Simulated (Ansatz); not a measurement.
CsCl (CsCl type, Pm-3m), PBE in the plane-wave PAW code Ansatz. The conduction-band minimum lies at Γ, with 1 equivalent valley. Second derivatives d²E/dk² of the lowest band at one valley (eV·Å²), along Cartesian directions:

| direction | d²E/dk² |
|---|---|
| [100] | 21.24 |
| [010] | 21.24 |
| [001] | 21.24 |
| [110] | 21.24 |
| [101] | 21.24 |
| [011] | 21.24 |

Task: Find the principal effective masses, the density-of-states mass and the conductivity mass.

Result: Off-diagonal terms follow from H_xy = H[110] − (H_xx + H_yy)/2, and m*/mₑ = 7.620 eV·Å² over each eigenvalue: 0.36, 0.36, 0.36. One valley's DOS mass (m₁m₂m₃)^(1/3) = 0.36, conductivity mass 3/(Σ 1/mᵢ) = 0.36 mₑ.

Task: What effective density of states Nc follows at 300 K for parabolic valleys?

Result: Nc = 2.509e19 × 1 × (0.36)^(3/2) ≈ 5.4e18 cm⁻³.

Symmetry was held in the PBE relaxation. Spin–orbit coupling is left out wherever it is not named.

Potentials: the later of the program's two PAW sets.

Edges and masses are those of Kohn–Sham bands, whose gap is no quasiparticle gap.
